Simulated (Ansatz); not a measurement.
TaCu₃Te₄:
```cif
data_Cu3TaTe4
_chemical_formula_sum 'Ta1 Cu3 Te4'
_space_group_name_H-M_alt 'P 1'
_space_group_IT_number 1
_cell_length_a 5.96106
_cell_length_b 5.96106
_cell_length_c 5.96106
_cell_angle_alpha 90.000
_cell_angle_beta 90.000
_cell_angle_gamma 90.000
loop_
_space_group_symop_operation_xyz
  'x, y, z'
loop_
_atom_site_label
_atom_site_type_symbol
_atom_site_fract_x
_atom_site_fract_y
_atom_site_fract_z
_atom_site_occupancy
Ta1 Ta 0.00000 0.00000 0.00000 1
Cu1 Cu 0.00000 0.50000 0.00000 1
Cu2 Cu 0.50000 0.00000 0.00000 1
Cu3 Cu 0.00000 0.00000 0.50000 1
Te1 Te 0.25644 0.74356 0.74356 1
Te2 Te 0.74356 0.74356 0.25644 1
Te3 Te 0.74356 0.25644 0.74356 1
Te4 Te 0.25644 0.25644 0.25644 1
```

Relaxed with r²SCAN.

Task: Which orbitals make up the states near the band edges in the program Ansatz at the r²SCAN level (PAW)?

Result: Top 1 eV of the valence band: Te 5p 52 %, Cu 3d 33 %, Ta 5d 10 %. Bottom 1 eV of the conduction band: Ta 5d 48 %, Te 5p 33 %, Cu 3d 5 %, outside the projected shells 10 %. Projections are on Löwdin-orthogonalised atomic valence shells; empty p or d shells of many metals are not among them.

Task: Tabulate the density of states.

Result: States/eV per cell of 8 atoms, in 0.25 eV bins, energy from the valence-band maximum.

| E (eV) | total | Cu 3d | Te 5p | Ta 5d |
|---|---|---|---|---|
| -7.89 | 0.00 | 0.00 | 0.00 | 0.00 |
| -7.64 | 0.00 | 0.00 | 0.00 | 0.00 |
| -7.39 | 0.00 | 0.00 | 0.00 | 0.00 |
| -7.14 | 0.00 | 0.00 | 0.00 | 0.00 |
| -6.89 | 0.00 | 0.00 | 0.00 | 0.00 |
| -6.64 | 0.00 | 0.00 | 0.00 | 0.00 |
| -6.39 | 0.00 | 0.00 | 0.00 | 0.00 |
| -6.14 | 0.00 | 0.00 | 0.00 | 0.00 |
| -5.89 | 0.00 | 0.00 | 0.00 | 0.00 |
| -5.64 | 0.00 | 0.00 | 0.00 | 0.00 |
| -5.39 | 0.56 | 0.03 | 0.29 | 0.09 |
| -5.14 | 4.30 | 0.23 | 2.28 | 0.66 |
| -4.89 | 10.41 | 0.86 | 5.94 | 1.03 |
| -4.64 | 8.36 | 1.26 | 4.72 | 0.48 |
| -4.39 | 3.92 | 0.76 | 2.19 | 0.26 |
| -4.14 | 2.87 | 0.86 | 1.32 | 0.33 |
| -3.89 | 2.46 | 0.76 | 1.35 | 0.17 |
| -3.64 | 14.33 | 5.72 | 7.14 | 0.89 |
| -3.39 | 19.96 | 10.37 | 7.66 | 1.32 |
| -3.14 | 13.54 | 8.32 | 4.76 | 0.14 |
| -2.89 | 14.02 | 8.59 | 4.43 | 0.37 |
| -2.64 | 9.61 | 6.86 | 1.87 | 0.57 |
| -2.39 | 35.74 | 33.29 | 1.30 | 0.44 |
| -2.14 | 8.06 | 5.97 | 1.35 | 0.40 |
| -1.89 | 16.58 | 10.45 | 3.99 | 1.40 |
| -1.64 | 20.11 | 10.38 | 5.56 | 3.32 |
| -1.39 | 7.14 | 3.72 | 2.06 | 1.09 |
| -1.14 | 2.88 | 1.32 | 1.14 | 0.28 |
| -0.89 | 4.11 | 1.56 | 2.02 | 0.33 |
| -0.64 | 7.38 | 2.50 | 3.78 | 0.69 |
| -0.39 | 8.85 | 2.71 | 4.68 | 1.04 |
| -0.14 | 0.83 | 0.22 | 0.57 | 0.01 |
| 0.11 | 0.00 | 0.00 | 0.00 | 0.00 |
| 0.36 | 0.00 | 0.00 | 0.00 | 0.00 |
| 0.61 | 0.00 | 0.00 | 0.00 | 0.00 |
| 0.86 | 0.00 | 0.00 | 0.00 | 0.00 |
| 1.11 | 0.00 | 0.00 | 0.00 | 0.00 |
| 1.36 | 0.71 | 0.06 | 0.20 | 0.37 |
| 1.61 | 5.73 | 0.35 | 1.61 | 2.92 |
| 1.86 | 11.54 | 0.59 | 3.75 | 5.57 |
| 2.11 | 9.44 | 0.47 | 3.43 | 4.35 |
| 2.36 | 7.18 | 0.29 | 2.43 | 3.51 |
| 2.61 | 5.39 | 0.18 | 1.99 | 2.48 |
| 2.86 | 0.00 | 0.00 | 0.00 | 0.00 |
| 3.11 | 0.01 | 0.00 | 0.00 | 0.00 |
| 3.36 | 0.06 | 0.00 | 0.01 | 0.00 |
| 3.61 | 0.21 | 0.00 | 0.03 | 0.00 |
| 3.86 | 0.83 | 0.01 | 0.13 | 0.05 |
| 4.11 | 2.53 | 0.02 | 0.41 | 0.15 |
| 4.36 | 3.50 | 0.03 | 0.60 | 0.19 |
| 4.61 | 4.69 | 0.04 | 0.85 | 0.25 |
| 4.86 | 7.05 | 0.06 | 1.36 | 0.37 |
| 5.11 | 5.28 | 0.04 | 0.91 | 0.23 |
| 5.36 | 4.11 | 0.03 | 0.66 | 0.13 |
| 5.61 | 4.54 | 0.02 | 0.53 | 0.19 |
| 5.86 | 3.95 | 0.01 | 0.37 | 0.23 |
| 6.11 | 6.39 | 0.02 | 0.44 | 0.21 |

Space group P-43m. The workflow started from a Materials Project entry (that database holds measured and hypothetical structures alike); the Crystallography Open Database copy checked does not list it. Its standing as an ambient phase is unchecked. The r²SCAN relaxation kept the symmetry of its start; its stability against distortions is not shown here. The run is not spin-polarised. Spin–orbit coupling is left out wherever it is not named.

Potentials: the later of the program's two PAW sets.
